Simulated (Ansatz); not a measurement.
# Relaxing cadmium (diamond)

These are results of Ansatz 0.2.0, DFT, LDA (PW92), plane waves (420 eV) with PAW, scalar-relativistic, not measurements. The PAW files were generated under PBE, with cores re-solved for the functional.

k-point mesh 9×9×9, Fermi-Dirac smearing 0.1 eV, no spin polarisation. Cell and atoms relax.

Starting structure:

```cif
data_structure
_symmetry_space_group_name_H-M 'P 1'
_symmetry_Int_Tables_number 1
_cell_length_a 4.3519
_cell_length_b 4.3519
_cell_length_c 4.3519
_cell_angle_alpha 60.000
_cell_angle_beta 60.000
_cell_angle_gamma 60.000
_cell_volume 58.28
loop_
_atom_site_label
_atom_site_type_symbol
_atom_site_fract_x
_atom_site_fract_y
_atom_site_fract_z
_atom_site_occupancy
Cd1 Cd 0.12500 0.12500 0.12500 1
Cd2 Cd 0.87500 0.87500 0.87500 1
```

**Question.** The pressure at the start is 2.8 GPa. By how much does the volume change?

**Answer.** From 29.14 to 31.39 Å³ per atom, 7.7 %. The final cell has a = 6.309 Å.

**Question.** How much energy does the relaxation gain?

**Answer.** 18.0 meV per atom.

Path of the relaxation (the plane waves are chosen anew near the end, which can shift the energy a little):

```tsv
step	E − E(final) (meV/atom)	V (Å³/atom)	P (GPa)	max force (eV/Å)
0	17.99	29.140	2.75	0.000
1	0.18	31.389	0.02	0.000
2	0.00	31.389	0.02	0.000
```
